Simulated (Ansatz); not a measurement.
LaZn (CsCl type, Pm-3m) under volume change, r²SCAN (plane waves, PAW; program Ansatz), scaled uniformly.

```tsv
V (Å³/atom)	E − E(relaxed) (meV/atom)	P (GPa)
24.056	38.1	5.53
24.849	?	?
25.642	3.8	1.58
26.435	0.0	0.00
27.228	?	?
28.021	13.3	-2.55
28.814	28.5	-3.58
```

**Question.** Fill in the missing entries.

**Answer.** 
- 27.228, E − E(relaxed) (meV/atom): 3.5
- 27.228, P (GPa): -1.37
- 24.849, E − E(relaxed) (meV/atom): 16.1
- 24.849, P (GPa): 3.41

**Question.** What does a third-order Birch–Murnaghan fit give for V₀, B₀ and B′?

**Answer.** V₀ = 26.43 Å³/atom, B₀ = 49.0 GPa, B′ = 3.8.

The workflow started from an entry of the Crystallography Open Database (COD). Whether it is the stable phase at ambient conditions was not checked. The cell was relaxed with r²SCAN under the symmetry of its start; its stability against distortions is not shown here. Spin–orbit coupling is left out wherever it is not named.

Potentials: the later of the program's two PAW sets.
